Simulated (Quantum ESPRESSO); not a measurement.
Al2CuIn2TiW2 in 6 site orders

These are calculations, not measurements. They come from Quantum ESPRESSO 7.5, a public plane-wave density functional program. Each row is one single-point run on a made-up periodic cell of eight metal atoms, with elements, volume, strain and displacements drawn at random and not relaxed, so a cell may be unstable or far from any real phase. There is no spin polarisation or spin-orbit coupling.

Settings: PBE unless stated; PseudoDojo standard norm-conserving files; Fermi-Dirac width 0.25 eV, which means electrons at about 2900 K; cutoff 1252 eV; 8 x 5 x 3 k mesh shifted half a step off Gamma. E is the free energy of the whole cell (internal energy minus TS), so a -TS column is already part of it. Stress is positive in tension, and the pressure P is minus a third of its trace.

Checks: one run of this series was repeated at a higher cutoff and on a denser mesh, which moved values by no more than 0.023 eV, 0.13 GPa and 0.009 eV/Å, and a second program with other atomic files agreed on it to 2 % rms in force and 0.5 GPa in pressure. Known limits: the copper pseudopotential is less sure than most, with forces differing by about three percent and pressure by about two GPa from a second method on plain copper; heavy elements are run without spin-orbit coupling, which real alloys of them have; a spin test at this wide smearing found no moment, but such smearing suppresses magnetism that the real alloy may have.

The lattice is face-centred cubic, and the cell vectors in Å are (0.027, -1.939, -1.950); (-3.955, 2.017, -1.974); (5.875, 5.859, -4.025), a volume of 121.73 Å³. The runs put one composition on the same eight displaced sites in different orders. E is counted from run 1, and the rms force is over all 24 components. Nothing is relaxed, so E mixes bonding between neighbours with strain on unrelaxed sites, and it is not an ordering energy.

```
run,elements on sites 1 to 8,E (eV),-TS (eV),rms force (eV/Å),largest force (eV/Å),P (GPa)
1,Cu W In W In Al Ti Al,0.000,-1.029,1.466,3.64,24.07
2,Al Cu W Al W In Ti In,-0.210,-1.050,0.843,2.07,23.07
3,Cu W In In Al W Al Ti,-0.190,-1.000,1.478,4.57,?
4,Ti Cu In Al W Al W In,0.315,-1.035,1.338,4.29,24.39
5,Al Ti W In W Al Cu In,-0.079,-0.967,1.095,2.57,23.75
6,In Ti W Al W In Al Cu,0.222,-1.003,1.459,3.86,24.62
```

## Worked fit

A straight line through the runs shown gives P = 23.85 + 2.58 E GPa with E in eV, an error of 0.64 on the slope and a scatter of 0.28 GPa. At this fixed volume the orders of higher energy tend to have the higher pressure.

## Withheld value

Question: what pressure should run 3 give?

The fit gives 23.36 ± 0.34 GPa. The calculation gave 25.50 GPa. This run lies off the fit by more than twice that error, so something that the fit leaves out matters here.
